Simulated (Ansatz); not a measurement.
GaPt3N:
```yaml
crystal:
  lattice:
    - [4.17140, 0.00000, 0.00000]
    - [0.00000, 4.17140, 0.00000]
    - [0.00000, 0.00000, 4.17140]
  atoms:
    - { symbol: Ga, position: [0.00000, 0.00000, 0.00000] }
    - { symbol: Pt, position: [0.00000, 0.50000, 0.50000] }
    - { symbol: Pt, position: [0.50000, 0.00000, 0.50000] }
    - { symbol: Pt, position: [0.50000, 0.50000, 0.00000] }
    - { symbol: N, position: [0.50000, 0.50000, 0.50000] }
```

Relaxed with r²SCAN. Special points in fractions of this cell's reciprocal vectors: Γ (0.000, 0.000, 0.000); X (0.000, 0.500, 0.000); M (0.500, 0.500, 0.000); R (0.500, 0.500, 0.500).

### Question
List the band energies nearest the Fermi level at these points for r²SCAN in the plane-wave PAW code Ansatz.

### Answer
In eV from the Fermi level; about four levels below and three above (degenerate sets whole), none deeper than 8.9 eV; points with the same levels are listed once.

```json
[
 {"k": "Γ", "below": "-0.75 -0.75 -0.75 -0.74", "above": "0.95 0.95 0.95"},
 {"k": "X", "below": "-1.99 -1.17 -1.17 -0.75", "above": "0.61 1.28 4.08 4.08"},
 {"k": "M", "below": "-1.47 -0.40 -0.29 -0.29", "above": "1.19 4.29 4.29"},
 {"k": "R", "below": "-2.07 -2.07 -0.94 -0.94 -0.94", "above": "0.52 1.05 1.05 1.05"}
]
```

Space group Pm-3m (anti-perovskite). The start of the workflow was typed in or built on a structure type; neither database checked (COD, Materials Project) lists it. Whether it is the stable phase at ambient conditions was not checked. Symmetry was held in the r²SCAN relaxation; whether a distortion lowers the energy is not shown. No spin polarisation was allowed. The volume moved by 21 % from the start of the relaxation. Its formation energy is positive at this level, so the cell may be metastable or incomplete. Scalar-relativistic: spin–orbit coupling is off unless named, which matters more the heavier the elements.

Potentials: the earlier of the program's two PAW sets.
